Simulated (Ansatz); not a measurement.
**GaPt: from a starting cell to a relaxed one**

The relaxed structure here is a generated cell of GaPt: the first start was made by placing the elements on the sites of a structure type, and the end was not matched to a known phase here, so it may be hypothetical.

The start is a generated trial cell of GaPt in the CoSn-191 structure type. A full variable-cell relaxation at zero pressure is run with PBEsol (plane waves to 420 eV, PAW, scalar-relativistic; Ansatz, a first-principles code). First-step values are on the input's coarse k-mesh.

Ansatz input (later rounds restart from its end on a renewed k-mesh):
Ansatz 0.2 input:
```yaml
crystal:
  lattice:
    - [5.3182016, 0, 0]
    - [-2.6591008, 4.6056977, 0]
    - [0, 0, 4.2452]
  atoms:
    - { symbol: Pt, position: [0, 0.5, 0] }
    - { symbol: Pt, position: [0.5, 0, 0] }
    - { symbol: Pt, position: [0.5, 0.5, 0] }
    - { symbol: Ga, position: [0.66666667, 0.33333333, 0.5] }
    - { symbol: Ga, position: [0.33333333, 0.66666667, 0.5] }
    - { symbol: Ga, position: [0, 0, 0] }
basis: { ecutwfc: 420, ecutrho_ratio: 4, xc_grid: 2, fft_grid_basis: typed }
kpoints: { mp_grid: { grid: [7, 7, 8] } }
hamiltonian:
  xc: pbesol
  dispersion: none
  pseudopotentials: { kind: paw }
scf: { occupations: { method: fermi_dirac, width: 0.05 } }
relax: { f_tol: 0.01, max_steps: 100, cell: { stress_tol: 0.02 } }
output: { forces: true, stress: true }
```

### Question
How do the shortest distances between atoms change?

### Answer
The closest pairs of elements (up to four, under 3.6 Å), start → end: Ga–Pt 2.62 → 2.61 Å; Pt–Pt 2.66 → 2.68 Å; Ga–Ga 3.07 → 3.10 Å.

### Question
Is the relaxed structure metallic? Give its gap.

### Answer
Zero (metallic).

### Question
Give the final cell and atomic positions.

### Answer

Space group P6/mmm (No. 191); a = b = 5.3668 Å, c = 4.1976 Å, α = β = 90.00°, γ = 120.00°

| atom | site | symmetry | x | y | z |
|---|---|---|---|---|---|
| Pt | 3f | mmm | 0.0000 | 0.5000 | 0.0000 |
| Ga | 2d | -6m2 | 0.3333 | 0.6667 | 0.5000 |
| Ga | 1a | 6/mmm | 0.0000 | 0.0000 | 0.0000 |

The space group stays P6/mmm (No. 191) (the run could not lower it); the end is AFLOW prototype AB_hP6_191_f_ad (B35, as in CoSn), with 6 atoms in the primitive cell. Final values are on a 10×10×11 k-mesh of the relaxed cell. No spin polarisation in the result.

The run could not lose the symmetry of its start, so the end can be a saddle point.

All atoms sit on sites fixed by symmetry, so only the cell could relax.
